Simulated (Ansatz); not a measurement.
Mg2Si:
```cif
data_Mg8Si4
_chemical_formula_sum 'Si4 Mg8'
_space_group_name_H-M_alt 'Fm-3m'
_space_group_IT_number 225
_space_group_name_Hall '-F 4 2 3'
_cell_length_a 6.32588
_cell_length_b 6.32588
_cell_length_c 6.32588
_cell_angle_alpha 90.000
_cell_angle_beta 90.000
_cell_angle_gamma 90.000
loop_
_atom_site_label
_atom_site_type_symbol
_atom_site_symmetry_multiplicity
_atom_site_Wyckoff_symbol
_atom_site_fract_x
_atom_site_fract_y
_atom_site_fract_z
_atom_site_occupancy
Si1 Si 4 a 0.00000 0.00000 0.00000 1
Mg1 Mg 8 c 0.25000 0.25000 0.25000 1
```
(The calculation used a cell of 3 atoms; values per cell refer to that cell.)

Relaxed with PBEsol. PBEsol (plane waves, PAW; program Ansatz) gives a gap of 0.11 eV.

Problem. What gap does HSE06 give on the same cell (Ansatz, PAW)?

Solution. 0.56 eV, 0.44 eV more. The hybrid was solved on a coarser mesh and at special points; its gap is the smallest among all of these.

```tsv
k	v1 PBEsol	c1 PBEsol	v1 HSE06	c1 HSE06
Γ	0.00	1.87	___	___
X	-1.97	0.11	-2.18	0.56
L	-0.71	1.28	___	___
W	-2.71	2.62	___	___
K	-1.64	0.65	___	___
```

Problem. Top valence (v1) and lowest conduction level (c1) in eV from each method's valence maximum (which need not be a listed point): supply the withheld HSE06 values.

Solution. 
- L, v1 HSE06: -0.78
- L, c1 HSE06: 1.88
- W, v1 HSE06: -2.94
- W, c1 HSE06: 3.19
- Γ, v1 HSE06: 0.00
- Γ, c1 HSE06: 2.57
- K, v1 HSE06: -1.81
- K, c1 HSE06: 1.14

Cost on shared cores: the PBEsol run (SCF on a 8×8×8 mesh, then bands and DOS) around 16 core-seconds (rough), the HSE06 run (SCF on 6×6×6, then a few points) around 110 core-seconds (rough); the tasks are unlike.

Symmetry was held in the PBEsol relaxation.

Potentials: the later of the program's two PAW sets.
